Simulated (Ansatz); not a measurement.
An elastic tensor (GPa, Voigt order, standard axes) from plane-wave PAW LDA (Ansatz code):

```
 221   139   124   0.0   0.0   0.0
 139   221   124   0.0   0.0   0.0
 124   124   238   0.0   0.0   0.0
 0.0   0.0   0.0  37.7   0.0   0.0
 0.0   0.0   0.0   0.0  37.7   0.0
 0.0   0.0   0.0   0.0   0.0  41.0
```

Question: Which of these materials gives this?
A) Ru, hcp (Mg type)
B) MoP, P-6m2 (Mo on 1a, P on 1d)
C) WS2, P6_3/mmc (W on 2c, S on 4f)
D) ZnO, wurtzite

Answer: D, ZnO, wurtzite

Space group P6_3mc (wurtzite). The LDA relaxation kept the symmetry of its start; phonons on a q-mesh show no instability.

Potentials: the earlier of the program's two PAW sets.
